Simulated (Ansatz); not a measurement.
ZrSi$_{2}$:
```
CELL_PARAMETERS angstrom
      1.85302    -7.39939     0.00000
      1.85302     7.39939     0.00000
      0.00000     0.00000     3.67678
ATOMIC_POSITIONS crystal
  Zr 0.89460 0.10540 0.25000
  Zr 0.10540 0.89460 0.75000
  Si 0.44689 0.55311 0.75000
  Si 0.55311 0.44689 0.25000
  Si 0.25026 0.74974 0.25000
  Si 0.74974 0.25026 0.75000
```

Relaxed with PBE. Special points in fractions of this cell's reciprocal vectors: Γ (0.000, 0.000, 0.000); Y (-0.500, 0.500, 0.000); C0 (-0.266, 0.734, 0.000); Σ0 (0.266, 0.266, 0.000); Z (0.000, 0.000, 0.500); A0 (0.266, 0.266, 0.500); E0 (-0.266, 0.734, 0.500); T (-0.500, 0.500, 0.500); S (0.000, 0.500, 0.000); R (0.000, 0.500, 0.500).

Question: List the band energies nearest the Fermi level at these points for PBE in the plane-wave PAW code Ansatz.

Answer: In eV from the Fermi level; about four levels below and three above (degenerate sets whole), none deeper than 8.9 eV; points with the same levels are listed once.

```tsv
k	below	above
Γ	-2.38 -2.36 -2.29 -0.08	1.13 1.39 1.41
Y	-2.65 -2.61 -1.88 -1.47	0.32 1.04 1.13
C0	-1.48 -0.92 -0.60 -0.13	0.94 1.06 1.59
Z	-1.88 -1.88 -0.07 -0.07	0.09 0.09 1.57 1.57
A0	-3.23 -3.23 -2.14 -2.14	2.05 2.05 2.94 2.94
T	-2.18 -2.18 -0.89 -0.89	0.05 0.05 2.28 2.28
S	-1.47 -0.85 -0.43 -0.42	0.91 0.93 2.09
R	-3.24 -3.24 -2.12 -2.12	2.12 2.12 3.09 3.09
```

Space group Cmcm. The cell was relaxed with PBE under the symmetry of its start. No spin polarisation was allowed. Spin–orbit coupling is left out wherever it is not named.

Potentials: the later of the program's two PAW sets.
